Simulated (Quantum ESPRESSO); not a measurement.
**Kohn-Sham bands of PtS (P4₂/mmc)**

```yaml
crystal:
  lattice:
    - [3.49446, 0.00000, 0.00000]
    - [0.00000, 3.49446, 0.00000]
    - [0.00000, 0.00000, 6.11629]
  atoms:
    - { symbol: Pt, position: [0.50000, 0.00000, 0.50000] }
    - { symbol: Pt, position: [0.00000, 0.50000, 0.00000] }
    - { symbol: S, position: [0.00000, 0.00000, 0.75000] }
    - { symbol: S, position: [0.00000, 0.00000, 0.25000] }
```

Structure: Materials Project mp-288, symmetrised, not relaxed again. COD (Crystallography Open Database) has an entry of this formula and space group (matched by these alone). Computed values, not measurements, from PBEsol: Quantum ESPRESSO (norm-conserving PseudoDojo potentials, cutoff 68 Ry, spinors with spin-orbit coupling) on a Γ-centred 6×6×4 mesh, then Wannier90. Density: 10×10×6 mesh, Gaussian smearing 0.01 Ry.

Energies are relative to the valence-band maximum; weights are on the orthonormalised atomic waves of the pseudopotential files, averaged over the group. 48 electrons a cell are treated as valence.

Task: Into which isolated groups do the bands fall, where do they lie and what are they made of?

Result: 
| bands | from (eV) | to (eV) | filling | weight on atomic waves |
|---|---|---|---|---|
| 1–4 | -98.27 | -98.27 | filled | Pt 5s 99 % |
| 5–8 | -63.59 | -63.58 | filled | Pt 5p 100 % |
| 9–12 | -48.85 | -48.83 | filled | Pt 5p 99 % |
| 13–16 | -48.30 | -48.29 | filled | Pt 5p 100 % |
| 17–20 | -15.59 | -13.42 | filled | S 3s 77 %, Pt 6s 10 %, Pt 5d 10 % |
| 21–48 | -9.05 | 0.00 | filled | Pt 5d 62 %, S 3p 31 %, Pt 6s 5 % |

The Kohn-Sham gap over both meshes and the path is 0.35 eV.
